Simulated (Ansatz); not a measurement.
Consider the following.

CrB4:
```yaml
crystal:
  lattice:
    - [4.68147, 0.00000, 0.00000]
    - [0.00000, 5.44764, 0.00000]
    - [0.00000, 0.00000, 2.82706]
  atoms:
    - { symbol: Cr, position: [0.50000, 0.50000, 0.50000] }
    - { symbol: Cr, position: [0.00000, 0.00000, 0.00000] }
    - { symbol: B, position: [0.66353, 0.86808, 0.50000] }
    - { symbol: B, position: [0.33647, 0.13192, 0.50000] }
    - { symbol: B, position: [0.16353, 0.63192, 0.00000] }
    - { symbol: B, position: [0.83647, 0.36808, 0.00000] }
    - { symbol: B, position: [0.72545, 0.18003, 0.50000] }
    - { symbol: B, position: [0.27455, 0.81997, 0.50000] }
    - { symbol: B, position: [0.22545, 0.31997, 0.00000] }
    - { symbol: B, position: [0.77455, 0.68003, 0.00000] }
```

This is the PBEsol-relaxed structure. Tensor components refer to the Cartesian frame of this cell.

Q: All from plane-wave PAW PBEsol (Ansatz code), unless another level is named. Give the Hill bulk and shear moduli.

A: 283 and 273 GPa.

Q: Give the elastic constants (relaxed ions, GPa).

A: C11 = 584, C22 = 921, C33 = 502, C12 = 73.6, C13 = 123, C23 = 105, C44 = 265, C55 = 291, C66 = 268.

Space group Pnnm. The workflow started from a Materials Project entry (that database holds measured and hypothetical structures alike); the Crystallography Open Database copy checked does not list it. COD files the formula under space group No. 71. Its standing as an ambient phase is unchecked. Symmetry was held in the PBEsol relaxation; whether a distortion lowers the energy is not shown. The run is not spin-polarised. As this level gives no gap, shear constants depend on the k-mesh and smearing (Fermi–Dirac, 0.1 eV here).

Potentials: the later of the program's two PAW sets.
